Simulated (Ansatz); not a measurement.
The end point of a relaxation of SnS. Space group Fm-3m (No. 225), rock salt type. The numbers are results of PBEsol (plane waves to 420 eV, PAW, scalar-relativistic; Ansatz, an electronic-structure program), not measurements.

```cif
data_S4Sn4
_chemical_formula_sum 'Sn4 S4'
_space_group_name_H-M_alt 'Fm-3m'
_space_group_IT_number 225
_space_group_name_Hall '-F 4 2 3'
_cell_length_a 5.74361
_cell_length_b 5.74361
_cell_length_c 5.74361
_cell_angle_alpha 90.000
_cell_angle_beta 90.000
_cell_angle_gamma 90.000
loop_
_atom_site_label
_atom_site_type_symbol
_atom_site_symmetry_multiplicity
_atom_site_Wyckoff_symbol
_atom_site_fract_x
_atom_site_fract_y
_atom_site_fract_z
_atom_site_occupancy
Sn1 Sn 4 b 0.50000 0.50000 0.50000 1
S1 S 4 a 0.00000 0.00000 0.00000 1
```
(The calculation used a cell of 2 atoms; values per cell refer to that cell.)

```json
{
 "volume_per_atom": "23.68 Å³",
 "band_gap": "no clear gap: the sampled points leave 0.13 eV away from the symmetry points, which may be a band crossing missed between them",
 "shortest_distances": "S–Sn 2.87 Å",
 "k-mesh": "14×14×14"
}
```

Band energies at high-symmetry points (eV from the VBM; labels of this space group; no spin-orbit coupling), from −5 eV up to 1.0 eV:

```tsv
point	energies
Γ	-4.85 -2.78 -2.78 -2.78
X	-4.24 -4.24
U	-3.75 -2.75
K	-3.75 -2.75
L	-2.56 -2.56 -0.21 0.66
W	-1.15
```

No spin polarisation in the result.

The run could not lose the symmetry of its start.

The first start was generated by placing the elements on the sites of a structure type. A measured structure of SnS has the same space group, Fm-3m (No. 225); the sites were not compared with it. Another known form has space group No. 62.
